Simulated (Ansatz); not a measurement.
BeS:
```
BeS
1.0
    2.94144     0.00000     0.00000
    0.00000     2.94144     0.00000
    0.00000     0.00000     2.94144
Be S
1 1
Direct
  0.00000   0.00000   0.00000
  0.50000   0.50000   0.50000
```

Relaxed with r²SCAN. Special points in fractions of this cell's reciprocal vectors: Γ (0.000, 0.000, 0.000); X (0.000, 0.500, 0.000); M (0.500, 0.500, 0.000); R (0.500, 0.500, 0.500).

**Question.** List the band energies nearest the Fermi level at these points for r²SCAN in the plane-wave PAW code Ansatz.

**Answer.** In eV from the Fermi level; about four levels below and three above (degenerate sets whole), none deeper than 8.9 eV; … stands for higher levels left out; points with the same levels are listed once.

```tsv
k	below	above
Γ	-1.72 -1.72 -1.72	2.16 5.51 5.51
X	–	0.07 0.07 4.16
M	-7.06 -7.06 -1.62	1.13 8.59 8.59
R	-4.59 -4.59 -4.59 -0.28 -0.28 -0.28	…
```

Space group Pm-3m (CsCl type). A made-up cell: these elements were put on the sites of a structure type; neither database checked (COD, Materials Project) lists it. COD files the formula under space group No. 216, so this cell is another polymorph or a model. Whether it is the stable phase at ambient conditions was not checked. The r²SCAN relaxation kept the symmetry of its start. At this level the phase is mechanically unstable.

Potentials: the earlier of the program's two PAW sets.
